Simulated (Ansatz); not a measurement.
**Sr$_{2}$CuSi$_{3}$: settings compared (Ansatz)**

Input:

```yaml
crystal:
  lattice:
    - [0.0, 0.0, 3.787006]
    - [0.0, -4.23314, 0.0]
    - [6.873244, 2.11657, -1.893503]
  atoms:
    - { symbol: Si, position: [0.0, 0.0, 0.0] }
    - { symbol: Sr, position: [0.3521, 0.8521, 0.7042] }
    - { symbol: Sr, position: [0.6479, 0.1479, 0.2958] }
    - { symbol: Cu, position: [0.0, 0.5, 0.0] }
    - { symbol: Si, position: [0.1547, 0.6547, 0.3094] }
    - { symbol: Si, position: [0.8453, 0.3453, 0.6906] }
  symmetry: { tolerance: 0.0003 }
kpoints:
  mp_grid: { grid: [5, 5, 5], shift: [0, 0, 0] }
magnetization:
  spin_polarized: false
scf:
  occupations: { method: gaussian, width: 0.0182 }
hamiltonian:
  pseudopotentials: { kind: paw }
  xc: pbe
basis:
  ecutwfc: 420
output:
  forces: true
  stress: true
  eigenvalues: true
```

The command:

```bash
ansatz run input.yaml --threads 1 --pin off --max-ram 2560MiB --backend cpu --events-out ev --progress --plain --runs-dir out
```

Origin of the cell: a known structure type with other elements, at an estimated volume, so it need not be a known compound.

Output of this run (shortened):

```
Pseudopotentials: kind: paw
Pseudopotential: Si, paw, valence charge 4, recommended cutoff 420 eV (normal), Si.paw.azcp
Pseudopotential: Sr, paw, valence charge 10, recommended cutoff 420 eV (normal), Sr.paw.azcp
Pseudopotential: Cu, paw, valence charge 19, recommended cutoff 420 eV (normal), Cu.paw.azcp
Functional definition: PBE
  exchange = pbe_x(kappa = kappa, mu = beta*pi^2/3)
  correlation = pbe_c(beta = beta)
Crystal: 6 atoms, lattice volume = 110.184 Å³
Basis set: ecut = 420 eV, 2163 PW (Γ), exchange–correlation on 54×60×100 points (8 copies of the dense FFT grid, shifted against one another)
Bands: 32, of which v1, the nominal top of the filled ones, is band 26 counted from 1 (25 counted from 0)
Symmetry: 8 space group operations
Space group: Immm (ITA 71), of the structure as read, at distance tolerance 1.4e-3 Å
[… 7 lines left out …]
Initial density: superposition of atomic densities (neutral atoms: chi_scale 0, normalization atom), corrected by the library's trained network
Functional: x = pbe(κ = 0.804, μ = 0.219515), c = pbe(β = 0.066725)
SCF iter   1: F=—  HF=-15617.033678 eV  Δρ=3.59e-3  dr2=4.87e-2
SCF iter   2: F=—  HF=-15617.031734 eV  Δρ=2.20e-3  dr2=1.61e-2  defer=38
SCF iter   3: F=—  HF=-15617.030092 eV  Δρ=5.41e-4  dr2=8.00e-4  defer=54
SCF iter   4: F=—  HF=-15617.030033 eV  Δρ=3.92e-4  dr2=2.07e-4  defer=54
SCF iter   5: F=—  HF=-15617.030203 eV  Δρ=1.14e-3  dr2=9.15e-4  defer=54  recentre
SCF iter   6: F=—  HF=-15617.030018 eV  Δρ=7.92e-5  dr2=8.90e-6  defer=54
SCF iter   7: F=—  HF=-15617.030031 eV  Δρ=3.78e-5  dr2=1.38e-6  defer=54
SCF iter   8: F=—  HF=-15617.030031 eV  Δρ=1.57e-5  dr2=1.87e-7  defer=54
SCF iter   9: F=-15617.030031 eV  HF=-15617.030031 eV  Δρ=3.96e-6  dr2=1.74e-8
SCF 1 converged in 9 iterations: F = -15617.030031 eV  dr2 = 1.74e-8
SCF converged after 9 iterations
Free energy (F): -15617.030031 eV
Harris-Foulkes:  -15617.030031 eV  (|F-HF|=1.62e-8)
Internal energy: -15617.028474 eV  (E = F + TS)
E sigma→0 (E₀):  -15617.029252 eV
Entropy (-TS):   -0.001557 eV (-0.260 meV/atom)
Fermi energy:    10.589706 eV
--- Per-component energies (eV) ---
  E_band       = -553.927406
  E_kinetic    = 937.164965
  E_local      = -7541.375742  (includes V_loc(G=0)·N_el)
  E_nonlocal   = 869.998866
  E_hartree    = 3151.640781
  E_xc         = -613.588407
  E_vxc        = -595.583109  (∫ρ·V_xc dr)
  E_paw        = -8583.445886  (= ΣΔE_a)
  E_vpaw       = -527.402691  (= ΣTr[D̂ρ^β])
  E_aug_tail   = 0.000324  (compensation charges beyond the density's cutoff)
  E_ewald      = -3837.423375
  E_smearing   = -0.001557  (= −TS)
  Σ components = -15617.030031   (vs F -15617.030031, Δ=0.00e0)
--- Forces (eV/Å), atoms counted from 1 ---
  atom   1  Si     0.000000     0.000000    -0.000000
  atom   2  Sr    -0.013597     0.000000     0.000000
  atom   3  Sr     0.013597     0.000000     0.000000
  atom   4  Cu     0.000000     0.000000    -0.000000
  atom   5  Si     0.547442     0.000000     0.000000
  atom   6  Si    -0.547442     0.000000     0.000000
  max |Σ_I F_I| component: 0.0 eV/Å
--- Stress (GPa, compression-positive) ---
       36.092662       0.000000       0.000000
        0.000000      23.573695       0.000000
        0.000000       0.000000      28.419194
  P = ⅓ Tr σ = 29.3619 GPa (293.619 kbar)
```

The same input was run again with these changes:

1. `basis.ecutwfc` 420 → "800 eV"; `scf.convergence.dr2_threshold` default → 1.0e-11
2. `hamiltonian.dispersion` default → d4
3. `scf.eigensolver.kind` default → davidson; `scf.lower_state_search` default → standard
4. `scf.eigensolver.kind` default → davidson; `basis.precision` default → f64; `basis.ecutwfc` 420 → "33.1 Ry"; `hamiltonian.xc` pbe → lda

```
 run        end  SCF iterations  P (GPa)  max force component (eV/Å)  moment (μB)  ΔE(σ→0) (meV/atom)
base  converged               9    29.36                       0.547            –                   0
   1  converged              13    29.36                       0.548            –               -0.68
   2  converged               9    26.41                       0.539            –                   –
   3  converged               9    29.36                       0.547            –                0.00
   4  converged               9    22.77                       0.326            –                   –
```

Energies are compared only where functional, datasets, charge and starting cell are the same.

Caveats of the base run: no moments, though an odd count or open d shells may carry them; the given cell is far from equilibrium, with atoms too close or a volume far off; the k mesh is coarse if the cell is a metal.

Time of the base run: 7.2 s of wall time on 1 CPU thread(s) of a shared host, from the program's own first density.
